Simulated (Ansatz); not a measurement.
This log comes from Ansatz, run on In₄BiSb₃ as one 8-atom ordering (P-43m) on the zincblende lattice. The cell was relaxed beforehand with r2SCAN.

Structure:
```xyz
8
Lattice="6.6076 0.0000 0.0000 0.0000 6.6076 0.0000 0.0000 0.0000 6.6076" Properties=species:S:1:pos:R:3 pbc="T T T"
Sb    3.3038    0.0000    0.0000
In    1.6305    4.9771    4.9771
Sb    0.0000    3.3038    0.0000
In    4.9771    1.6305    4.9771
Sb    0.0000    0.0000    3.3038
In    4.9771    4.9771    1.6305
Bi    3.3038    3.3038    3.3038
In    1.6305    1.6305    1.6305
```

Output, abridged:
```
scf.n_extra_bands = 6 over 56 filled bands (N_el = 112.0): the run solves 62 bands
Functional definition: PBE
Crystal: 8 atoms, lattice volume = 288.493 Å³
Basis set: ecut = 420 eV, 5575 PW (Γ)
Bands: 62, of which v1, the nominal top of the filled ones, is band 56 counted from 1 (55 counted from 0)
Symmetry: 24 space group operations
Space group: P-43m (ITA 215)
k-points: 10 of 64 (time reversal used)
preconditioner: auto → Kerker (q_TF=auto, 2.330 Å⁻¹)  [metal: Δε(μ)=0.042 eV  σ=0.020 eV  ℏωp=18.6 eV]
NSCF: frozen V_eff on 62 k-points
Free energy (F): -54242.059930 eV
Internal energy: -54242.058538 eV  (E = F + TS)
E sigma→0 (E₀):  -54242.059234 eV
Entropy (-TS):   -0.001392 eV (-0.174 meV/atom)
Fermi energy:    6.984326 eV
--- Per-component energies (eV) ---
  E_band       = -1025.257960
  E_kinetic    = 1895.487857
  E_local      = -12938.693057
  E_nonlocal   = 3114.330148
  E_hartree    = 5359.621067
  E_xc         = -1425.872008
  E_vxc        = -827.774494
  E_paw        = -41011.671003
  E_vpaw       = -2987.863398
  E_ewald      = -9235.261207
  E_smearing   = -0.001392
--- Forces (eV/Å), atoms counted from 1 ---
  atom   1  Sb      0.00000      0.00000      0.00000
  atom   2  In    -0.00803      0.00803      0.00803
  atom   3  Sb      0.00000      0.00000      0.00000
  atom   4  In      0.00803    -0.00803      0.00803
  atom   5  Sb      0.00000      0.00000      0.00000
  atom   6  In      0.00803      0.00803    -0.00803
  atom   7  Bi      0.00000      0.00000      0.00000
  atom   8  In    -0.00803    -0.00803    -0.00803
--- Stress (GPa, compression-positive) ---
        1.420008       0.000000       0.000000
        0.000000       1.420008       0.000000
        0.000000       0.000000       1.420008
  P = ⅓ Tr σ = 1.4200 GPa (14.200 kbar)
--- Band table (eV; the first three rows and the last of 10) ---
  k-point 0: bands = […, 4.8823, 4.8823, 4.8823, 6.1774, 6.9727, 6.9727, 6.9727, 8.0684, 8.2851, 8.2851, …]
  k-point 1: bands = […, 4.5984, 4.8292, 5.0409, 5.0409, 6.4543, 6.4543, 8.1843, 8.2667, 8.7187, 9.0649, …]
  k-point 2: bands = […, 4.3911, 4.4491, 5.5334, 5.5334, 5.7216, 5.7216, 8.4346, 8.6082, 9.2238, 9.2844, …]
  k-point 9: bands = […, 5.9466, 5.9466, 5.9466, 6.1781, 6.1781, 6.1781, 7.0342, 7.3476, 7.3476, 7.3476, …]
```

**Question.** Which of these blocks stood in the input: relax, gw, phonons, dielectric, magnetization (spin_orbit)?

**Answer.** None of them. A single point prints forces and stress when the output block asks for them.

**Question.** Which k mesh was typed?

**Answer.** 4×4×4, Γ-centred.

**Question.** How were the bands filled?

**Answer.** With smearing of width σ = 0.02 eV (Fermi-Dirac in this run).

With PBE the gap closes, the bands meeting at Γ.

Run as `ansatz run input.yaml --threads 2 --pin off --max-ram 20275MiB --backend cpu --events-out ev --progress --plain --runs-dir out`. It took 23 s on 2 threads of AMD EPYC 7R13 Processor (Zen 3), with other jobs on the host, load about 3.7 per core; peak host memory 1.1 GiB.

Simulation only: spin-unpolarised, and no claim that this is the phase found in nature.

Spin-orbit coupling is left out, which matters wherever the heavy atoms make up the band edges.
